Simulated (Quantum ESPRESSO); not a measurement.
Space group Pbcm (No. 57); a = 3.1260 Å, b = 5.8671 Å, c = 6.1043 Å, α = 90.00°, β = 90.00°, γ = 90.00°

```tsv
atom	site	symmetry	x	y	z
H	4d	..m	0.4501	0.0217	0.2500
O	4d	..m	0.2936	0.4287	0.2500
Na	4c	2..	0.1561	0.7500	0.0000
```

The geometry is that of Materials Project entry mp-626778, symmetrised and not relaxed again.

### Question
What does PBEsol (Quantum ESPRESSO, PseudoDojo norm-conserving, 88 Ry, no spin-orbit coupling) give for the electronic structure near the Fermi level?

### Answer
The PBEsol gap is direct, 3.53 eV at Γ. 

The structure is a Materials Project entry; no match was found in the copy of COD used, and its stability was not checked.

Letters of k points follow the standard setting of the lattice, whose axes may be ordered differently from the printed cell.
